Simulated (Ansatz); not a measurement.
ReTe2:
Space group R-3m, hexagonal axes (No. 166); a = b = 3.358 Å, c = 20.861 Å, α = β = 90.00°, γ = 120.00°

```json
[
 {"atom": "Re", "site": "3a", "symmetry": "-3m", "x": "0.0000", "y": "0.0000", "z": "0.0000"},
 {"atom": "Te", "site": "6c", "symmetry": "3m", "x": "0.0000", "y": "0.0000", "z": "0.2437"}
]
```
(The calculation used a cell of 3 atoms; values per cell refer to that cell.)

Relaxed with LDA.

**Question.** Decompose the optical modes at the zone centre into irreducible representations, and say which are infrared and Raman allowed.

**Answer.** Point group -3m: Γ_opt = A1g + A2u + Eg + Eu. Infrared: A2u, Eu. Raman: A1g, Eg.

**Question.** Assign frequencies (DFPT, LDA in the plane-wave PAW code Ansatz).

**Answer.** Eg 116, Eu 143, A2u 161, A1g 172 cm⁻¹.

The cell is a constructed one: a structure type filled with these elements; neither database checked (COD, Materials Project) lists it. Whether it is the stable phase at ambient conditions was not checked. Symmetry was held in the LDA relaxation; whether a distortion lowers the energy is not shown. No spin polarisation was allowed. A crystal of weakly bound layers computed without a dispersion correction: the cell and the soft elastic constants depend strongly on that. With an odd number of electrons in the cell and no spin polarisation, the count alone makes it a metal. As this level gives no gap, phonon frequencies hold no LO–TO term and depend on the k-mesh and smearing (Fermi–Dirac, 0.1 eV here). Spin–orbit coupling is left out wherever it is not named.

Potentials: the later of the program's two PAW sets.
